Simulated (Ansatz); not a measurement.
# ⁵⁷Fe Mössbauer parameters in MgVFeP4O14

Cell: a Materials Project structure (computed, not necessarily an observed phase), taken as it stands.

```yaml
crystal:
  lattice:
    - [5.10860, 0.00000, 0.00000]
    - [1.83437, 6.65452, 0.00000]
    - [0.28867, -0.04933, 8.48588]
  atoms:
    - { symbol: Mg, position: [0.87081, 0.52994, 0.82314] }
    - { symbol: V, position: [0.78851, 0.73597, 0.49041] }
    - { symbol: Fe, position: [0.25810, 0.25976, 0.03110] }
    - { symbol: P, position: [0.64149, 0.51077, 0.18829] }
    - { symbol: P, position: [0.72791, 0.10423, 0.76835] }
    - { symbol: P, position: [0.26004, 0.89235, 0.27568] }
    - { symbol: P, position: [0.37256, 0.47527, 0.68355] }
    - { symbol: O, position: [0.01650, 0.81749, 0.32917] }
    - { symbol: O, position: [0.84557, 0.90634, 0.68136] }
    - { symbol: O, position: [0.87099, 0.48519, 0.05870] }
    - { symbol: O, position: [0.74507, 0.51149, 0.35315] }
    - { symbol: O, position: [0.57173, 0.60844, 0.66917] }
    - { symbol: O, position: [0.44380, 0.91649, 0.40786] }
    - { symbol: O, position: [0.44123, 0.72804, 0.14989] }
    - { symbol: O, position: [0.53344, 0.24990, 0.63998] }
    - { symbol: O, position: [0.53925, 0.07315, 0.90596] }
    - { symbol: O, position: [0.47814, 0.35681, 0.17242] }
    - { symbol: O, position: [0.27675, 0.47933, 0.86035] }
    - { symbol: O, position: [0.11952, 0.53198, 0.58844] }
    - { symbol: O, position: [0.15776, 0.07842, 0.17376] }
    - { symbol: O, position: [0.92966, 0.22069, 0.81582] }
```

Sites (sets of like atoms) are named by element and the number of their first atom in this list.

All values are calculated (Ansatz; DFT, PBE, plane waves and PAW, scalar-relativistic, collinear spin, 420 eV cutoff, Γ-centred 7×5×4 k-points, Fermi–Dirac smearing 0.05 eV), not measured. Start moments as typed (μB): 1 on each V, 4 on each Fe, none on the rest.

Isomer shifts (against α-Fe) follow from the electron density at the nucleus, δ = α(ρ − ρ₀), with α = -0.366 mm s⁻¹ a₀³ and ρ₀ = 14904.00 a₀⁻³ from a line fitted to 10 measured compounds at this level of theory (rms miss 0.11 mm/s). ΔE_Q = ½eQV_zz(1 + η²/3)^½ with Q = 0.160 b for the 14.4 keV state. B_c is the Fermi-contact field along the atom's own moment; orbital and dipolar fields are not included.

Question: Where do the absorption lines lie when the magnetic splitting is averaged out (above the ordering temperature, with the gradients of this state)?

Answer: Fe (1 atom a cell): δ = 0.75, |ΔE_Q| = 0.66 mm/s, a doublet at 0.42 and 1.08 mm/s.

Question: And the six lines of Fe from the contact field alone, leaving the quadrupole term aside?

Answer: With |B_c| = 32.2 T and nuclear moments 0.090604 and -0.15532 μN the lines lie at -4.45, -2.26, -0.07, 1.57, 3.76, 5.94 mm/s, in the ratio 3:2:1:1:2:3 for a powder.

The largest force is 1.2 eV/Å, so the atoms aren't at the calculated equilibrium and relaxing them would move these values. The moments were started parallel, and the run ended with some of them reversed. The program didn't check the stability of this electronic state in full, so a lower one may lie near. With a gap of 0.11 eV under a smearing of 0.05 eV the band edges are partly filled, so small gradients can hang on the smearing and the k-mesh. With these PAW files V_zz is typically within 2 to 3 % of all-electron values, but misses above 10 % occur on Fe. The magnetic order is the one that the run reached from its start moments, not necessarily the measured one. Semilocal functionals underestimate the core's spin polarisation, so contact fields of ionic iron come out too small in magnitude.
